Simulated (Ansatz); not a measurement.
The calculation used Ansatz, DFT PBE+D3(BJ), scalar-relativistic, plane waves, PAW. Settings of the last relaxation (6-atom cell): 420 eV, 12×12×1 k points, Gaussian smearing of 0.10 eV, no spin polarisation.

Formation energies are uncorrected and count from the elements' standard states at the same level.

Q: Suggest a trial structure for a two-dimensional metal that holds O and 1 more element, with a formation energy near −1.65 eV/atom and about 1.9 Å² per atom, in a cell of 6 atoms.

A: SiO2, layer group p4/mmm (No. 61). Only a and b repeat, and vacuum parts the sheet from its images along c. Si at height 0.00 Å has 4 O at 1.67 Å; O at height 0.00 Å has 2 Si at 1.67 Å.

```
Si O
1.0
     3.33451    0.00000    0.00000
     0.00000    3.33451    0.00000
     0.00000    0.00000   30.71634
Si O
2 4
Cartesian
  0.0000 0.0000 7.0762
  0.0000 0.0000 10.9314
  0.0000 1.6673 7.0725
  1.6673 0.0000 7.0725
  0.0000 1.6673 10.9351
  1.6673 0.0000 10.9351
```

* Area per atom: 1.85 Å²
* Thickness between the outermost nuclei: 3.86 Å
* Formation energy: −1.65 eV/atom
* Gap on the 12×12×1 mesh of the 6-atom cell: 0 eV (a metal)

It was reached by relaxing an invented guess, and it needn't be the stable form of this composition. Other answers may fit too; this one was computed.

Symmetry constrained the relaxation, so the result can be a saddle point.
